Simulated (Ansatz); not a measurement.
Data:

Al:
```xyz
1
Lattice="0.0000 2.0070 2.0070 2.0070 0.0000 2.0070 2.0070 2.0070 0.0000" Properties=species:S:1:pos:R:3 pbc="T T T"
Al     0.0000     0.0000     0.0000
```

This is the PBEsol-relaxed structure.

Q: All from DFT-PBEsol in the program Ansatz with PAW potentials, unless another level is named. Estimate the Debye temperature from the elastic constants.

A: 454 K.

Q: Predict the elastic constants (relaxed ions, GPa).

A: C11 = 119, C12 = 64.1, C44 = 36.7.

Space group Fm-3m (fcc (Cu type)). The cell was relaxed with PBEsol under the symmetry of its start. As this level gives no gap, shear constants depend on the k-mesh and smearing (Fermi–Dirac, 0.1 eV here).

Potentials: the earlier of the program's two PAW sets.
